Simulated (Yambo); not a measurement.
Optical response of ScPt

```
ScPt
1.0
    3.28943     0.00000     0.00000
    0.00000     3.28943     0.00000
    0.00000     0.00000     3.28943
Sc Pt
1 1
Direct
  0.50000   0.50000   0.50000
  0.00000   0.00000   0.00000
```

Yambo, RPA with local fields on PBEsol bands; 16×16×16 mesh, 55 bands, 4 Ry local-field block, 0.25 eV broadening; field along x.

```json
[
 {"E (eV)": "0.6", "Im ε": "9.95", "Im ε, independent particles": "10.2"},
 {"E (eV)": "1.2", "Im ε": "6.76", "Im ε, independent particles": "7.30"},
 {"E (eV)": "1.9", "Im ε": "5.97", "Im ε, independent particles": "6.58"},
 {"E (eV)": "2.5", "Im ε": "3.56", "Im ε, independent particles": "3.99"},
 {"E (eV)": "3.1", "Im ε": "5.11", "Im ε, independent particles": "5.89"},
 {"E (eV)": "3.8", "Im ε": "8.34", "Im ε, independent particles": "10.4"},
 {"E (eV)": "4.4", "Im ε": "13.2", "Im ε, independent particles": "16.4"},
 {"E (eV)": "5.0", "Im ε": "12.8", "Im ε, independent particles": "13.3"},
 {"E (eV)": "5.6", "Im ε": "9.49", "Im ε, independent particles": "9.71"},
 {"E (eV)": "6.2", "Im ε": "7.45", "Im ε, independent particles": "7.44"},
 {"E (eV)": "6.9", "Im ε": "5.04", "Im ε, independent particles": "5.00"},
 {"E (eV)": "7.5", "Im ε": "3.55", "Im ε, independent particles": "3.56"},
 {"E (eV)": "8.1", "Im ε": "2.67", "Im ε, independent particles": "2.66"},
 {"E (eV)": "8.8", "Im ε": "2.01", "Im ε, independent particles": "2.04"},
 {"E (eV)": "9.4", "Im ε": "2.15", "Im ε, independent particles": "2.24"},
 {"E (eV)": "10.0", "Im ε": "1.84", "Im ε, independent particles": "1.89"},
 {"E (eV)": "10.6", "Im ε": "1.66", "Im ε, independent particles": "1.73"},
 {"E (eV)": "11.2", "Im ε": "1.44", "Im ε, independent particles": "1.49"},
 {"E (eV)": "11.9", "Im ε": "1.39", "Im ε, independent particles": "1.50"},
 {"E (eV)": "12.5", "Im ε": "1.23", "Im ε, independent particles": "1.36"},
 {"E (eV)": "13.1", "Im ε": "1.32", "Im ε, independent particles": "1.49"},
 {"E (eV)": "13.8", "Im ε": "1.32", "Im ε, independent particles": "1.52"},
 {"E (eV)": "14.4", "Im ε": "1.30", "Im ε, independent particles": "1.49"},
 {"E (eV)": "15.0", "Im ε": "1.12", "Im ε, independent particles": "1.30"},
 {"E (eV)": "15.6", "Im ε": "1.13", "Im ε, independent particles": "1.34"},
 {"E (eV)": "16.2", "Im ε": "1.23", "Im ε, independent particles": "1.51"},
 {"E (eV)": "16.9", "Im ε": "1.22", "Im ε, independent particles": "1.51"},
 {"E (eV)": "17.5", "Im ε": "1.26", "Im ε, independent particles": "1.64"},
 {"E (eV)": "18.1", "Im ε": "1.17", "Im ε, independent particles": "1.51"},
 {"E (eV)": "18.8", "Im ε": "1.10", "Im ε, independent particles": "1.38"},
 {"E (eV)": "19.4", "Im ε": "0.90", "Im ε, independent particles": "1.16"},
 {"E (eV)": "20.0", "Im ε": "0.83", "Im ε, independent particles": "1.03"}
]
```

Only interband transitions are included: the Drude term is missing, so nothing below about 0.6 eV and no real part is shown. Structure narrower than a few tenths of an eV can come from the finite k mesh.

Spin-orbit coupling is left out; for elements this heavy it splits bands near the Fermi level.

Geometry of the Materials Project entry, not relaxed at this level.
